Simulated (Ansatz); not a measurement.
### Question
Each is relaxed and computed with plane-wave PAW PBE (Ansatz code). Which is the only metal?
A. ScPd3C, anti-perovskite
B. SiCO4, I-4 (Si on 2a, C on 2c, O on 8g)
C. SiC, P6_422 (Si on 3c, C on 3d)
D. ScOF, P2_1 (Pearson symbol mP12)

### Answer
A, ScPd3C, anti-perovskite. ScPd3C: metal; ScOF: gap 4.35 eV (indirect); SiC: gap 0.87 eV (indirect); SiCO4: gap 6.89 eV (indirect). Typed or built starts, not in the databases checked: ScPd3C, anti-perovskite; ScOF, P2_1 (Pearson symbol mP12); SiC, P6_422 (Si on 3c, C on 3d); SiCO4, I-4 (Si on 2a, C on 2c, O on 8g). Not the usual ambient phase: SiC, P6_422 (Si on 3c, C on 3d). All cells were relaxed under the symmetry of their starts (and spin orders); stability against distortions was not tested throughout. Rows with no word on spin ran without spin polarisation. Spin–orbit coupling is left out wherever it is not named.

Potentials: the later of the program's two PAW sets.
